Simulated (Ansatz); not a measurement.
Ansatz (an electronic-structure program) input:

Ansatz 0.2 input:
```yaml
crystal:
  lattice:
    - [4.7063835616, 0.0, 0.0]
    - [0.0, 4.7063835616, 0.0]
    - [0.0, 0.0, 4.7063835616]
  atoms:
    - { symbol: Si, position: [0.1624085716, 0.3375914284, 0.6624085716] }
    - { symbol: Si, position: [0.3375914284, 0.6624085716, 0.1624085716] }
    - { symbol: Si, position: [0.6624085716, 0.1624085716, 0.3375914284] }
    - { symbol: Si, position: [0.8375914284, 0.8375914284, 0.8375914284] }
    - { symbol: Ru, position: [0.8705375392, 0.6294624608, 0.3705375392] }
    - { symbol: Ru, position: [0.6294624608, 0.3705375392, 0.8705375392] }
    - { symbol: Ru, position: [0.3705375392, 0.8705375392, 0.6294624608] }
    - { symbol: Ru, position: [0.1294624608, 0.1294624608, 0.1294624608] }
kpoints:
  mp_grid: { grid: [4, 4, 4] }
hamiltonian:
  xc: hse06
  pseudopotentials: { azcp: { folder: ./paw }, kind: paw }
scf:
  n_extra_bands: 8
  occupations: { method: fixed }
output:
  eigenvalues: true
  eigenstates:
    e_range: [-9.0, 8.4]
    kpoints:
      - [0.0, 0.0, 0.234375]  # VBM
      - [0.0, 0.208333, 0.315104]  # CBM
      - [0.0, 0.0, 0.0]  # GAMMA
      - [0.5, 0.5, 0.5]  # R
      - [0.5, 0.5, 0.0]  # M
      - [0.0, 0.5, 0.0]  # X
      - [0.5, 0.0, 0.0]  # X_1
```

Output (shortened):

```
Pseudopotential: Si, paw, valence charge 4
Pseudopotential: Ru, paw, valence charge 16
Functional definition: HSE06
davidson cushion auto → on  (no smearing: the cushion is to keep the highest requested band from converging to the state above it …
Crystal: 8 atoms, lattice volume = 104.247 Å³
Basis set: ecut = 420 eV, 2007 PW (Γ)
Bands: 48, of which v1, the nominal top of the filled ones, is band 40 counted from 1 (39 counted from 0)
Symmetry: 12 space group operations
Space group: P213 (ITA 198), of the structure as read, at distance tolerance 4.7e-5 Å
k-points: 11 of 64 (time reversal used)
SCF iter   1: F=—  HF=-26066.975809 eV  |F-HF|=—  |Δ(HF+E_count)|=         —  Δρ=1.18e-1  dr2=1.65e1  ethr=1.00e-1  ⟨swp⟩=4.2  Hψ=1656  notcnv=0
preconditioner: auto → none
SCF iter   2: F=—  HF=-26067.231160 eV  |F-HF|=—  |Δ(HF+E_count)|=   2.55e-1  Δρ=1.11e-1  dr2=2.05e1  ethr=2.06e-2  ⟨swp⟩=3.5  Hψ=1488  notcnv=0
iter 3 solved again at ethr=5.10e-4 eV; its pass at ethr=2.06e-2 eV (dr2=4.08e-1 eV) is discarded
SCF iter   3: F=—  HF=-26063.338962 eV  |F-HF|=—  |Δ(HF+E_count)|=    3.89e0  Δρ=2.71e-2  dr2=4.09e-1  ethr=5.10e-4  ⟨swp⟩=3.3  Hψ=2519  notcnv=0
SCF iter   4: F=—  HF=-26063.233016 eV  |F-HF|=—  |Δ(HF+E_count)|=   1.06e-1  Δρ=4.49e-3  dr2=1.80e-2  ethr=5.10e-4  ⟨swp⟩=3.0  Hψ=1246  notcnv=0
SCF iter   5: F=—  HF=-26063.230306 eV  |F-HF|=—  |Δ(HF+E_count)|=   2.71e-3  Δρ=7.51e-4  dr2=3.06e-4  ethr=2.25e-5  ⟨swp⟩=3.1  Hψ=1455  notcnv=0
SCF iter   6: F=—  HF=-26063.230338 eV  |F-HF|=—  |Δ(HF+E_count)|=   3.25e-5  Δρ=1.98e-4  dr2=2.13e-5  ethr=3.83e-7  ⟨swp⟩=4.0  Hψ=1615  notcnv=0
SCF iter   7: F=-26063.230339 eV  HF=-26063.230343 eV  |F-HF|=3.81e-6  |Δ(HF+E_count)|=   4.49e-6  Δρ=7.39e-5  dr2=4.91e-6  ethr=2.66e-8  ⟨swp⟩=3.0  Hψ=1488  notcnv=0
SCF 1 stopped early in 7 iterations: F = -26063.230339 eV  dr2 = 4.91e-6
Crystal: 8 atoms, lattice volume = 104.247 Å³
Exchange kernel: α = 0.2500, screened, ω = 0.2079 Å⁻¹, Wigner–Seitz truncation, v(0) = 1043.9454 eV·Å³, q-mesh 4×4×4, nearest image of the exchange supercell L …
Frozen-core exchange: fock
SCF iter   1: F=—  HF=-26073.396250 eV  |F-HF|=—  |Δ(HF+E_count)|=         —  Δρ=1.05e-2  dr2=7.62e-2  ethr=6.14e-8  ⟨swp⟩=7.1  Hψ=3103  notcnv=0
preconditioner: auto → none
SCF iter   2: F=—  HF=-26073.362114 eV  |F-HF|=—  |Δ(HF+E_count)|=   3.41e-2  Δρ=3.11e-3  dr2=1.53e-2  ethr=6.14e-8  ⟨swp⟩=6.3  Hψ=2549  notcnv=0
SCF iter   3: F=—  HF=-26073.414499 eV  |F-HF|=—  |Δ(HF+E_count)|=   5.24e-2  Δρ=3.23e-3  dr2=3.37e-3  ethr=6.14e-8  ⟨swp⟩=5.0  Hψ=2368  notcnv=0
SCF iter   4: F=—  HF=-26073.413399 eV  |F-HF|=—  |Δ(HF+E_count)|=   1.10e-3  Δρ=8.86e-4  dr2=1.18e-3  ethr=6.14e-8  ⟨swp⟩=4.0  Hψ=1934  notcnv=0
SCF iter   5: F=—  HF=-26073.417736 eV  |F-HF|=—  |Δ(HF+E_count)|=   4.34e-3  Δρ=9.41e-4  dr2=5.18e-4  ethr=6.14e-8  ⟨swp⟩=4.2  Hψ=2013  notcnv=0
SCF iter   6: F=—  HF=-26073.417609 eV  |F-HF|=—  |Δ(HF+E_count)|=   1.27e-4  Δρ=1.06e-4  dr2=9.17e-5  ethr=6.14e-8  ⟨swp⟩=3.0  Hψ=1607  notcnv=0
SCF iter   7: F=-26073.417992 eV  HF=-26073.417999 eV  |F-HF|=6.54e-6  |Δ(HF+E_count)|=   3.90e-4  Δρ=2.40e-4  dr2=1.85e-5  ethr=2.04e-8  ⟨swp⟩=4.2  Hψ=1804  notcnv=0
SCF 2 stopped early in 7 iterations: F = -26073.417992 eV  dr2 = 1.85e-5
hybrid outer 1: dexx = +7.916e-2 eV, tail = 2.07e-4 eV
Crystal: 8 atoms, lattice volume = 104.247 Å³
Exchange kernel: α = 0.2500, screened, ω = 0.2079 Å⁻¹, Wigner–Seitz truncation, v(0) = 1043.9454 eV·Å³, q-mesh 4×4×4, nearest image of the exchange supercell L …
Frozen-core exchange: fock
SCF iter   1: F=—  HF=-26073.418012 eV  |F-HF|=—  |Δ(HF+E_count)|=         —  Δρ=1.27e-4  dr2=4.65e-6  ethr=1.30e-6  ⟨swp⟩=3.0  Hψ=1356  notcnv=0
preconditioner: auto → none
SCF iter   2: F=—  HF=-26073.418016 eV  |F-HF|=—  |Δ(HF+E_count)|=   3.77e-6  Δρ=4.66e-5  dr2=6.34e-7  ethr=4.28e-9  ⟨swp⟩=4.5  Hψ=1630  notcnv=0  defer=1
SCF iter   3: F=—  HF=-26073.418015 eV  |F-HF|=—  |Δ(HF+E_count)|=   1.12e-7  Δρ=1.70e-5  dr2=1.08e-7  ethr=7.38e-10  ⟨swp⟩=2.2  Hψ=1168  notcnv=0
iter 4 solved again at ethr=1.93e-12 eV; its pass at ethr=8.14e-11 eV (dr2=1.55e-9 eV) is discarded
SCF iter   4: F=-26073.418015 eV  HF=-26073.418015 eV  |F-HF|=1.10e-9  |Δ(HF+E_count)|=   1.11e-8  Δρ=1.46e-6  dr2=4.42e-8  ethr=1.93e-12  ⟨swp⟩=3.6  Hψ=2676  notcnv=0
SCF 3 converged in 4 iterations: F = -26073.418015 eV  dr2 = 4.42e-8
hybrid outer 2: dexx = +6.472e-6 eV, tail = 2.12e-7 eV, Δε = 1.87e-3 eV (about 6.56e-5 eV left of the loop's levels)
the search or the solves at the SCF's close seem to have found levels that the self-consistency loop had missed (the run counts 1) …
NSCF: frozen V_eff on 7 k-points
hybrid SCF converged: 2 outer / 11 inner (+7 warm-up), last move |dexx| = 6.47e-6 eV, tail = 2.12e-7 eV
Stability not checked (fock_operator)
Free energy (F): -26073.418017 eV
Frozen-core exchange: fock
Harris-Foulkes:  -26073.418017 eV  (|F-HF|=1.10e-9)
Internal energy: -26073.418017 eV  (E = F + TS)
E sigma→0 (E₀):  -26073.418017 eV
Fermi energy:    17.716248 eV
--- Per-component energies (eV) ---
  E_band       = -522.439781
  E_kinetic    = 2032.958017
  E_local      = -7032.442282  (includes V_loc(G=0)·N_el)
  E_nonlocal   = 1730.630713
  E_hartree    = 2562.646195
  E_xc         = -738.610726
  E_vxc        = -851.469518  (∫ρ·V_xc dr)
  E_exx        = -244.894345  (= α·E_x^exact, valence–valence)
  E_paw        = -15997.358322  (= ΣΔE_a)
  E_vpaw       = -1037.624391  (= ΣTr[D̂ρ^β])
  E_aug_tail   = 0.002875  (compensation charges beyond the density's cutoff)
  E_ewald      = -8384.152154
  E_core_change = -2.197987  (= ΣΔE_core)
  E_smearing   =  0.000000  (= −TS)
  E_closure    =  0.000000  (closes the sum)
  Σ components = -26073.418017   (vs F -26073.418017, Δ=0.00e0)
  [band-id]    e_kinetic+e_local+e_nonlocal+2·e_hartree+e_vxc+2·e_exx+e_vpaw+e_augmentation_tail = -522.440886   (vs E_band -522.439781, Δ=-1.11e-3)
--- Band table (eV; the first three rows and the last of 11) ---
  k-point 0: bands = ["-59.2352", "-59.1771", "-59.1771", "-59.1771", "-28.1056", "-28.1056", "-28.1056", "-27.9277", "-27.9277", "-27.9277", "-27.8841", "-27.7404", "-27.7404", "-27.6588", "-27.6588", "-27.6588", "3.8753", "8.3854", "8.3854", "8.3854", …
  k-point 1: bands = ["-59.2288", "-59.1926", "-59.1750", "-59.1702", "-28.1399", "-28.1181", "-28.0451", "-27.9735", "-27.9548", "-27.9038", "-27.8468", "-27.7339", "-27.7152", "-27.6794", "-27.6736", "-27.6578", "4.3661", "7.2413", "8.4687", "9.0867", …
  k-point 2: bands = ["-59.2123", "-59.2123", "-59.1710", "-59.1710", "-28.1391", "-28.1391", "-27.9952", "-27.9952", "-27.9534", "-27.9534", "-27.7633", "-27.7633", "-27.6928", "-27.6928", "-27.6774", "-27.6774", "5.6774", "5.6774", "8.8078", "8.8078", …
  k-point 10: bands = ["-59.1917", "-59.1917", "-59.1917", "-59.1917", "-28.0869", "-28.0869", "-28.0869", "-28.0869", "-27.8639", "-27.8639", "-27.8639", "-27.8639", "-27.6596", "-27.6596", "-27.6596", "-27.6596", "7.7108", "7.7108", "7.7108", "7.7108", …
```

Cost: around 2.1 core-minutes (rough) on shared cores.

The points marked VBM and CBM come from a semilocal run.

Space group P2_13. The cell was relaxed with r²SCAN under the symmetry of its start. The run is not spin-polarised. Spin–orbit coupling is left out wherever it is not named.

Potentials: the earlier of the program's two PAW sets.

Ansatz is a plane-wave DFT program.
